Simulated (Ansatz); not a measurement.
This cell of CdS (zinc blende) is off equilibrium:

```
CELL_PARAMETERS angstrom
      0.00000     2.93890     2.93890
      2.93890     0.00000     2.93890
      2.93890     2.93890     0.00000
ATOMIC_POSITIONS crystal
  S  0.75851 0.74149 0.74149
  Cd 0.00000 0.00000 0.00000
```

The numbers are results of r2SCAN (plane waves to 500 eV, PAW, scalar-relativistic; Ansatz, a program for electronic structure), not measurements. k mesh 8×8×8 (Γ-centred), Fermi-Dirac smearing 0.05 eV. Energies are smeared free energies. Stress and pressure are positive under compression. CdS was relaxed with its symmetry unable to fall.

Task: What forces act on the atoms (eV/Å, Cartesian)?

Result: 
| atom | Fx | Fy | Fz |
|---|---|---|---|
| S1 | 0.238 | 0.000 | 0.000 |
| Cd2 | -0.238 | 0.000 | 0.000 |

Task: What is the stress tensor (GPa)?

Result: 
```
   0.01     0.00     0.00
   0.00     0.08    -0.99
   0.00    -0.99     0.08
```
The pressure, a third of the trace, is 0.06 GPa.

Task: In it atom 1 sits (-0.050, 0.000, 0.000) Å away from its relaxed site. What is its energy relative to the relaxed cell?

Result: 6.0 meV/cell.

(A displaced cell: forces are minus the slopes of the energy, force constants its curvatures, and phonons follow from these.)
